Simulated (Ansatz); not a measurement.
# ZnCd3Te2: from a guess to a relaxed structure

All numbers below come from DFT PBE, scalar-relativistic, plane waves, PAW in Ansatz 0.2.0. Cutoff 420 eV, Gaussian smearing, Γ-centred meshes. Cell and atoms relax first on a coarse mesh and then on a finer one. In between, the cell is made exact in the group found at 0.06 Å. In metals the finer mesh still leaves noise of several meV/atom or more. The steps can't lower the symmetry of their start. No spin polarisation.

The cell of ZnCd3Te2 is invented: random cell by space group and Wyckoff sites (P-3m1, No. 164). Lengths were set from tabulated atomic sizes, so they are only a guess.

Space group P-3m1 (No. 164). a = 5.920 Å, b = 5.920 Å, c = 5.238 Å, α = 90.00°, β = 90.00°, γ = 120.00°
```tsv
atom	site	symmetry	x	y	z
Zn	1b	-3m.	0.0000	0.0000	0.5000
Cd	3f	.2/m.	0.5000	0.0000	0.5000
Te	2d	3m.	0.3333	0.6667	0.1759
```

The zero of energy is the elements' standard structures at the same level; no fitted shifts are applied.

Task: Describe the relaxed structure.

Result: The symmetry goes from P-3m1 (No. 164) to P6/mmm (No. 191). The volume per atom grows by 29.0 %, from 26.5 to 34.2 Å³. The shortest distance goes from 2.41 Å (Cd–Te) to 3.03 Å (Cd–Te). The energy falls by about 0.89 eV/atom (the start's value is from the coarse mesh). The end is written in a standard setting, so origin, axes and order of atoms can differ from the start's. Conventional cell: a = 7.445 Å, c = 4.273 Å. Zn has 6 Cd at 3.72 Å and 2 Zn at 4.27 Å; Cd is surrounded by 4 Te at 3.03 Å, 4 Cd at 3.72 Å, 2 Zn at 3.72 Å and 2 Cd at 4.27 Å; Te has 6 Cd at 3.03 Å.

Space group P6/mmm (No. 191). a = 7.445 Å, b = 7.445 Å, c = 4.273 Å, α = 90.00°, β = 90.00°, γ = 120.00°
```tsv
atom	site	symmetry	x	y	z
Zn	1b	6/mmm	0.0000	0.0000	0.5000
Cd	3g	mmm	0.5000	0.0000	0.5000
Te	2c	-6m2	0.3333	0.6667	0.0000
```

Task: How does it come out in energy, and is it a metal?

Result: The formation energy is +0.07 eV/atom and the gap on the 6×6×10 mesh of the 6-atom cell is 0 eV (a metal).

It can't be a ground state, since the elements alone are lower.

The last run used Gaussian smearing of 0.10 eV. These runs have no spin–orbit coupling, which can matter for Te. The reference form of Te is held partly by dispersion forces, which this level lacks. A structure relaxed within its symmetry needn't be a true minimum. In all, the 4 runs took 29 min on 1 thread of Intel(R) Xeon(R) Processor @ 2.50GHz (Skylake/Cascade Lake) (shared host).
